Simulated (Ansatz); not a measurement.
SrTiO3 (cubic perovskite)

```yaml
crystal:
  lattice:
    - [3.90753, 0.00000, 0.00000]
    - [0.00000, 3.90753, 0.00000]
    - [0.00000, 0.00000, 3.90753]
  atoms:
    - { symbol: Sr, position: [0.00000, 0.00000, 0.00000] }
    - { symbol: Ti, position: [0.50000, 0.50000, 0.50000] }
    - { symbol: O, position: [0.00000, 0.50000, 0.50000] }
    - { symbol: O, position: [0.50000, 0.50000, 0.00000] }
    - { symbol: O, position: [0.50000, 0.00000, 0.50000] }
```

The slice is a {210} plane (indices of the conventional cell) through the point (0.000, 0.500, 0.500) (fractional), spanned by u = [100] and v = [021] in vectors of this cell: u (3.91 Å) and v (8.74 Å, at 90° to u). It covers one period; positions are fractions (u, v).

Computed with r2SCAN (plane waves to 500 eV, PAW, scalar-relativistic; Ansatz, an electronic-structure program). k mesh 9×9×9. Inside the PAW spheres the values are not all-electron values, and peaks at nuclei hang on which shells count as valence. SrTiO3 is run without spin polarisation. SrTiO3 was relaxed with its symmetry unable to fall. The PAW data are Ansatz's earlier set.

### Question
What is the ELF at the midpoint of the shortest Ti–O line in this plane (1.95 Å)?

### Answer
0.3.

### Question
What is the valence density on the shortest Ti–O line in this plane (1.95 Å), at its midpoint?

### Answer
0.75 e/Å³.

### Question
Predict the map of the valence electron density on the slice.

### Answer
```
|8888665555779999997755556688|
|7766554444557788775544445566|
|5544443322335555553322334444|
|3333222222333344333322222233|
|2211111122334444443322111111|
|2222111122334444443322111122|
|3333222222334444443322222233|
|5544332222333333333322223344|
|5555443322222222222222334455|
|5555443311111122111111334455|
|5544332211111122111111223344|
|4433222222223333332222222233|
|2222112222334455443322221122|
|1111112233556677665533221111|
|0000112244668888886644221100|
|0000112244778899887744221100|
|0000112244668888886644221100|
|1111112233556677665533221111|
|2222112222334455443322221122|
|4433222222223333332222222233|
|5544332211111122111111223344|
|5555443311111122111111334455|
|5555443322222222222222334455|
|5544332222333333333322223344|
|3333222222334444443322222233|
|2222111122334444443322111122|
|2211111122334444443322111111|
|3333222222333344333322222233|
|5544443322335555553322334444|
|7766554444557788775544445566|
|8888665555779999997755556688|
|9988775555889999998855557788|
```
Scale: ten equal steps from -1.48 (start of '0') to 1.08 (end of '9'), in the order '0123456789'. Values: log₁₀ of the valence density in e/Å³. The map has 14 points along u (two characters each, u = 0 at the left) and 32 along v (v = 0 in the bottom row). The scale is logarithmic, as a density can span decades between atoms and voids.
